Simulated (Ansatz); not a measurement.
A generator proposed this cell of In₂O.

```cif
data_structure
_symmetry_space_group_name_H-M 'P6_3/mmc'
_symmetry_Int_Tables_number 194
_cell_length_a 3.1920
_cell_length_b 3.1920
_cell_length_c 11.0240
_cell_angle_alpha 90.000
_cell_angle_beta 90.000
_cell_angle_gamma 120.000
_cell_volume 97.27
loop_
_atom_site_label
_atom_site_type_symbol
_atom_site_symmetry_multiplicity
_atom_site_Wyckoff_symbol
_atom_site_fract_x
_atom_site_fract_y
_atom_site_fract_z
_atom_site_occupancy
In1 In 4 f 0.33333 0.66667 0.60835 1
O1 O 2 c 0.33333 0.66667 0.25000 1
```

Level of theory: DFT PBE, scalar-relativistic, plane waves, PAW (Ansatz 0.2.0). Plane waves to 420 eV, a k mesh through Γ of 6×6×2 on the computed 6-atom cell and Gaussian smearing (0.10 eV); no spin polarisation.

The zero of energy is the elements' standard structures at the same level (O₂ as a molecule); no fitted shifts are applied.

Problem. How far from equilibrium is it?

Solution. The pressure is 14.3 GPa (the mean over three directions, positive in compression), the largest force is 0.59 eV/Å, and the energy is −0.42 eV/atom against the elements. The shortest distance is 2.42 Å.

Problem. Is it a good guess?

Solution. A fair one: relaxing gains about 0.19 eV/atom (the start's value is from the coarse mesh, so the gain is rough) in 23 ionic steps and ends at −0.61 eV/atom on the finer mesh. The symmetry stays P6_3/mmc (No. 194). The end has the anti-2H molybdenite type. The volume per atom grows by 31.5 %, from 16.2 to 21.3 Å³. The shortest distance goes from 2.42 Å (In–O) to 2.48 Å (In–O). The ratio c/a of the conventional cell changes by a factor of 1.22. Conventional cell: a = 3.272 Å, c = 13.797 Å. In has 3 O at 2.48 Å; around O lie 6 In at 2.48 Å.

The last run used a 15×15×4 mesh (in the run's order of axes) for its 6-atom cell and Gaussian smearing of 0.10 eV. Weakly bound directions are ill-defined at this level, which has no dispersion term. The relaxation can't lower the symmetry of the start, and the grade says only how near the guess is to its own end. A structure relaxed within its symmetry needn't be a true minimum.
